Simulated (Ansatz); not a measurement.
Given:

ZrC:
Space group P6₃/mmc (No. 194); a = b = 3.333 Å, c = 5.188 Å, α = β = 90.00°, γ = 120.00°

| atom | site | symmetry | x | y | z |
|---|---|---|---|---|---|
| Zr | 2c | -6m2 | 0.3333 | 0.6667 | 0.2500 |
| C | 2a | -3m. | 0.0000 | 0.0000 | 0.0000 |

This is the LDA-relaxed structure.

All from LDA (plane waves, PAW; program Ansatz), unless another level is named. Estimate the electronic character.

metallic (no gap).

Give the formation energy from the elements (no fitted shifts).

-0.76 eV/atom.

Next, the density of states at the Fermi level?

0.13 states/eV per atom (mean over ±0.08 eV).

Space group P6_3/mmc (NiAs type). The first step of the workflow began from a Materials Project structure, measured or hypothetical; the Crystallography Open Database copy checked does not list it. It is not the phase usual at ambient conditions (space group No. 225). Symmetry was held in the LDA relaxation; whether a distortion lowers the energy is not shown. No spin polarisation was allowed. The references are the lowest solids computed at this level, not always the standard phases. Scalar-relativistic: spin–orbit coupling is off unless named, which matters more the heavier the elements.

Potentials: the later of the program's two PAW sets.
